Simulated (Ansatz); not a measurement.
Si3N4:
```cif
data_N8Si6
_chemical_formula_sum 'N8 Si6'
_space_group_name_H-M_alt 'P 1'
_space_group_IT_number 1
_cell_length_a 5.55310
_cell_length_b 5.55310
_cell_length_c 5.55310
_cell_angle_alpha 109.471
_cell_angle_beta 109.471
_cell_angle_gamma 109.471
loop_
_space_group_symop_operation_xyz
  'x, y, z'
loop_
_atom_site_label
_atom_site_type_symbol
_atom_site_fract_x
_atom_site_fract_y
_atom_site_fract_z
_atom_site_occupancy
N1 N 0.56161 0.56161 0.56161 1
N2 N 0.43839 0.50000 0.00000 1
N3 N 0.50000 0.00000 0.93839 1
N4 N 0.00000 0.43839 0.50000 1
N5 N 0.93839 0.50000 0.00000 1
N6 N 0.06161 0.06161 0.06161 1
N7 N 0.00000 0.93839 0.50000 1
N8 N 0.50000 0.00000 0.43839 1
Si1 Si 0.25000 0.12500 0.87500 1
Si2 Si 0.87500 0.25000 0.12500 1
Si3 Si 0.75000 0.37500 0.62500 1
Si4 Si 0.62500 0.75000 0.37500 1
Si5 Si 0.12500 0.87500 0.25000 1
Si6 Si 0.37500 0.62500 0.75000 1
```

This is the LDA-relaxed structure.

Question: All from plane-wave PAW LDA (Ansatz code), unless another level is named. Predict the static dielectric constant ε0 (ions relaxed, cell fixed).

Answer: 9.42.

Question: Predict the largest static χ(2) component.

Answer: 5.8 pm/V.

Question: What about the Born charges (a third of the trace)?

Answer: N -2.57, Si +3.42 e.

Space group I-43d. The workflow started from an entry of the Crystallography Open Database (COD), which files this formula under 4 space groups. It is not the phase usual at ambient conditions (space group No. 176). The LDA relaxation kept the symmetry of its start; its stability against distortions is not shown here.

Potentials: the later of the program's two PAW sets.
